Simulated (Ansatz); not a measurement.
A generated cell, not matched to a known phase here, of HfSnO$_{4}$: I4₁/amd, origin choice 1 (No. 141), tI24; a = b = 6.7588 Å, c = 6.8223 Å, α = β = γ = 90.00°; O 16h (0.308, 0.000, 0.040); Sn 4b (0.000, 0.000, 0.500); Hf 4a (0.000, 0.000, 0.000). The numbers are results of r2SCAN (plane waves to 500 eV, PAW, scalar-relativistic; Ansatz, a first-principles code), not measurements. Element references, the lowest calculated here: Sn (Fd-3m), Hf (P6₃/mmc), O (C2/m, ferromagnetic, forced by one molecule a cell; α-O2 is antiferromagnetic); gases are represented by their molecular solids.

Total energies (eV/atom, σ → 0; comparable only within this code, potentials and settings):

```
phase             E (eV/atom)
----------------  -----------
HfSnO4 (I4₁/amd)    -4008.495
Sn (Fd-3m)          -6038.640
Hf (P6₃/mmc)       -15733.063
O (C2/m)             -566.007
```

Question: What is the formation energy of this I4₁/amd form of HfSnO4 from the elements?

Answer: E_f = -4008.495 − [1 × (-15733.063) + 1 × (-6038.640) + 4 × (-566.007)] / 6 = -2.54 eV/atom (-15.2 eV per formula unit).

A lower structure of this composition may exist.

Static energies, no anion corrections, no zero-point energy. Values are rounded to 0.01 eV/atom. Not shown to be the ambient phase of their composition (a lower form may be missing, and a cell relaxed within its start's symmetry can be a saddle point): HfSnO4 (I4₁/amd). Spin-orbit coupling is missing from these energies, which matters for elements this heavy. The compounds carry no spin polarisation.
